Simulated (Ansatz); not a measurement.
C, lonsdaleite: geometry optimisation

These are results of Ansatz, DFT, r2SCAN, plane waves (500 eV) with PAW, scalar-relativistic, not measurements. The PAW files were generated under PBE, with cores re-solved for the functional.

k-point mesh 8×8×4, Fermi-Dirac smearing 0.05 eV, no spin polarisation. Cell and atoms relax.

Starting structure:

```yaml
crystal:
  lattice:
    - [2.5199982604, 0.0, 0.0]
    - [-1.2599991302, 2.182382511, 0.0]
    - [0.0, 0.0, 4.12]
  atoms:
    - { symbol: C, position: [0.3333333333, 0.6666666667, 0.0625] }
    - { symbol: C, position: [0.6666666667, 0.3333333333, 0.5625] }
    - { symbol: C, position: [0.3333333333, 0.6666666667, 0.4375] }
    - { symbol: C, position: [0.6666666667, 0.3333333333, 0.9375] }
hamiltonian:
  xc: r2scan
  pseudopotentials:
    kind: paw
    azcp:
      C: "pseudopotentials/C.paw.azcp"
basis:
  ecutwfc: 500
  fft_grid_basis: typed
kpoints:
  mp_grid: { grid: [8, 8, 4], shift: [0, 0, 0] }
magnetization:
  spin_polarized: false
scf:
  occupations: { method: fermi_dirac, width: 0.05 }
relax:
  max_steps: 60
  f_tol: 0.01
  cell: {}
```

Task: The pressure at the start is -0.4 GPa. By how much does the volume change?

Result: From 5.66 to 5.66 Å³ per atom, -0.2 %. The final cell has a = 2.503 Å, c = 4.169 Å (c/a = 1.665).

Task: How much energy does the relaxation gain?

Result: 5.4 meV per atom.
